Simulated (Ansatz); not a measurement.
The calculation used DFT PBE, scalar-relativistic, plane waves, PAW (Ansatz). All cells share a 420 eV cutoff and Γ-centred k meshes spaced at most about 0.3 Å⁻¹ (2π included). No spin polarisation in the final relaxations.

These are static total energies at zero pressure.

Two forms of AlGa3P4 were relaxed alike.

A. Space group P-43m (No. 215), cubic, a = 5.507 Å. Around Al lie 4 P at 2.38 Å; Ga has 4 P at 2.39 Å; around P lie 1 Al at 2.38 Å and 3 Ga at 2.39 Å.

B. Space group P-4m2 (No. 115), tetragonal, a = 3.896 Å, c = 11.007 Å. Al has 4 P at 2.38 Å; Ga on a site of symmetry 2mm is surrounded by 4 P at 2.38–2.39 Å; Ga on a site of symmetry -4m2 is surrounded by 4 P at 2.38 Å; P on its first site is surrounded by 4 Ga at 2.38 Å; P on its second site is surrounded by 2 Al at 2.38 Å and 2 Ga at 2.39 Å.

Problem. Which placement of the atoms is lower in energy, and by how much?

Solution. They are level within the accuracy (under 1 meV/atom apart). The two share one framework of sites and differ in which element sits where. A has Al and Ga ordered on zinc blende sites, space group P-43m (No. 215), 20.9 Å³/atom and a gap of 1.64 eV on its mesh; B has Al and Ga ordered on zinc blende sites, space group P-4m2 (No. 115), 20.9 Å³/atom and a gap of 1.62 eV. Counting P atoms around Al and Ga (those within 1.25 times the shortest such distance or 1.15 times the sum of covalent radii), A and B both have Al 4, Ga 4. Both come from invented guesses.

Kohn–Sham gaps at this level usually fall short of measured ones. With atoms moved at random, P-4m2 came back. Other cells relaxed within their symmetry can be saddle points.
